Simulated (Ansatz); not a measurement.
CdIn$_{2}$O$_{4}$ (spinel, space group No. 227), DFT-LDA in the program Ansatz with PAW potentials. The conduction-band minimum lies at Γ, with 1 equivalent valley. Second derivatives d²E/dk² of the lowest band at one valley (eV·Å²), along Cartesian directions:

| direction | d²E/dk² |
|---|---|
| [100] | 44.83 |
| [010] | 44.83 |
| [001] | 44.83 |
| [110] | 44.82 |
| [101] | 44.82 |
| [011] | 44.82 |

### Question
Find the principal effective masses, the density-of-states mass and the conductivity mass.

### Answer
Off-diagonal terms follow from H_xy = H[110] − (H_xx + H_yy)/2, and m*/mₑ = 7.620 eV·Å² over each eigenvalue: 0.17, 0.17, 0.17. One valley's DOS mass (m₁m₂m₃)^(1/3) = 0.17, conductivity mass 3/(Σ 1/mᵢ) = 0.17 mₑ.

### Question
What effective density of states Nc follows at 300 K for parabolic valleys?

### Answer
Nc = 2.509e19 × 1 × (0.17)^(3/2) ≈ 1.8e18 cm⁻³.

Space group Fd-3m (spinel). The cell was relaxed with LDA under the symmetry of its start. Spin–orbit coupling is left out wherever it is not named.

Potentials: the later of the program's two PAW sets.

Edges and masses are those of Kohn–Sham bands, whose gap is no quasiparticle gap.
